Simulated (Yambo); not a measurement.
```xyz
9
Lattice="0.0000 3.4961 3.4961 3.4961 0.0000 3.4961 3.4961 3.4961 0.0000" Properties=species:S:1:pos:R:3 pbc="T T T"
H      1.5944     3.4961     3.4961
H      5.3977     3.4961     3.4961
H      3.4961     1.5944     3.4961
H      3.4961     5.3977     3.4961
H      3.4961     3.4961     1.5944
H      3.4961     3.4961     5.3977
Ca     1.7480     1.7480     1.7480
Ca     5.2441     5.2441     5.2441
Fe     0.0000     0.0000     0.0000
```

Workflow: PBEsol (pw.x of Quantum ESPRESSO, ONCV potentials, scalar-relativistic), then G0W0 in Yambo (4×4×4 Γ-centred k mesh, bands 5 to 161 and a 8 Ry block in the screening, 161 bands in G with the Bruneval-Gonze terminator, plasmon pole fitted at 27.2 eV).

Give the PBEsol and G0W0 gaps between the band edges found on this mesh, and say where the edges lie.

Edges: W → X. PBEsol: 1.27 eV; G0W0: 2.48 eV. Nearest settings tried, and what they do to the gap: 63 bands in W, 63 bands in G: +3 meV; 76 bands in W: -7 meV; 2 Ry block (51 vectors against 259): +390 meV. Not varied: mesh. So the settings aren't converged at that level. 

Geometry of the Materials Project entry, not relaxed at this level.

The structure is a Materials Project entry; no match was found in the copy of COD used, and its stability was not checked.

The runs are not spin-polarised; magnetic order was not tried.
